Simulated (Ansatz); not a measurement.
Ba2MgC6N6O6: what each run costs

Cell: 21 atoms, space group R-3, a = 6.947 Å, b = 6.947 Å, c = 6.947 Å, α = 60.31°, β = 60.31°, γ = 60.31°.

All runs are DFT with Ansatz 0.2.0 on 2 threads of Intel Xeon Processor @ 2.50GHz (Skylake/Cascade Lake) (x86_64; 62 cores open to the job, memory cap 5.0 GiB, no GPU), a shared host.

(1) Rank the runs by wall time, shortest first.
A. single point at relaxed positions, PBE with spin–orbit coupling, 420 eV, 4×4×4 k-points, smearing 0.02 eV
B. single point, PBE, 420 eV, 4×4×4 k-points, smearing 0.02 eV
C. single point at relaxed positions, r2SCAN, 500 eV, 4×4×4 k-points, smearing 0.02 eV
D. relaxation of the ions, PBE, 420 eV, 4×4×4 k-points, smearing 0.02 eV

## Answers

(1) B (30 s, 0.8 GiB), C (60 s, 1.4 GiB), D (99 s, 0.78 GiB), A (3.4 min, 2 GiB).
